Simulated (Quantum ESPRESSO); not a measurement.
Parts of the isotropic shielding in ZnF2, by PBE GIPAW on JTH datasets (Quantum ESPRESSO, modified build), 22.5 Ha, k-mesh 4×4×6 shifted:

```
CELL_PARAMETERS angstrom
      4.70294     0.00000     0.00000
      0.00000     4.70294     0.00000
      0.00000     0.00000     3.13289
ATOMIC_POSITIONS crystal
  Zn 0.50000 0.50000 0.50000
  Zn 0.00000 0.00000 0.00000
  F  0.69686 0.69686 0.00000
  F  0.30314 0.30314 0.00000
  F  0.80314 0.19686 0.50000
  F  0.19686 0.80314 0.50000
```
Geometry: a computed entry of the Materials Project; it was not checked against measured cells. It is ZnF2 in P4₂/mnm; whether this form has been observed was not checked. Stability against distortions was not tested.

The core term is that of the free atom's frozen core; the paramagnetic column sums the reconstruction terms. Shieldings are absolute and leave out the bulk-susceptibility term; a larger σ means a smaller chemical shift. In our sweeps, cutoffs and meshes of this size left a few ppm, and up to some 20 ppm on atoms from Zn on.

```
site                    core  bare (smooth current)  diamagnetic correction  paramagnetic corrections  σ_iso (ppm)
--------------------  ------  ---------------------  ----------------------  ------------------------  -----------
Zn (atoms 1, 2)       2275.3                   23.4                   237.8                         …            …
F (atoms 3, 4, 5, 6)   306.4                   93.0                    50.7                         …            …
```

Task: Fill in the missing entries.

Result: 
- Zn (atoms 1, 2), paramagnetic corrections: -737.3
- Zn (atoms 1, 2), σ_iso (ppm): 1799.2
- F (atoms 3, 4, 5, 6), paramagnetic corrections: -106.1
- F (atoms 3, 4, 5, 6), σ_iso (ppm): 344.1
